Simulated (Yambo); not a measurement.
K3CoF6 (space group Fm-3m, No. 225), G0W0@LDA in Yambo; all else as in the reference (2×2×2 Γ-centred k mesh, bands 5 to 303 and a 8 Ry block in the screening, 303 bands in G with the Bruneval-Gonze terminator, plasmon pole fitted at 27.2 eV). One parameter is varied: the cutoff of the exchange sum, over 5, 10, 20, 40, 96 Ry.

Problem. From which value on does the gap X → X stay within 0.05 eV of the largest setting?

Solution. From 40 Ry on.
| cutoff of the exchange sum (Ry) | G0W0 gap (eV) | valence shift (eV) |
|---|---|---|
| 5 | 4.42 | 7.39 |
| 10 | 4.74 | 4.42 |
| 20 | 4.84 | 1.25 |
| 40 | 4.93 | -0.69 |
| 96 | 4.93 | -1.37 |
The last step of the sweep still moves the gap by 5 meV; the other settings are held fixed.

Geometry of the Materials Project entry, not relaxed at this level; primitive cell a = 6.0481 Å, b = 6.0481 Å, c = 6.0481 Å, α = 60.00°, β = 60.00°, γ = 60.00°.

The structure is a Materials Project entry; no match was found in the copy of COD used, and its stability was not checked.

The runs are not spin-polarised; magnetic order was not tried.

A shift is the quasiparticle energy of the state minus its LDA energy.
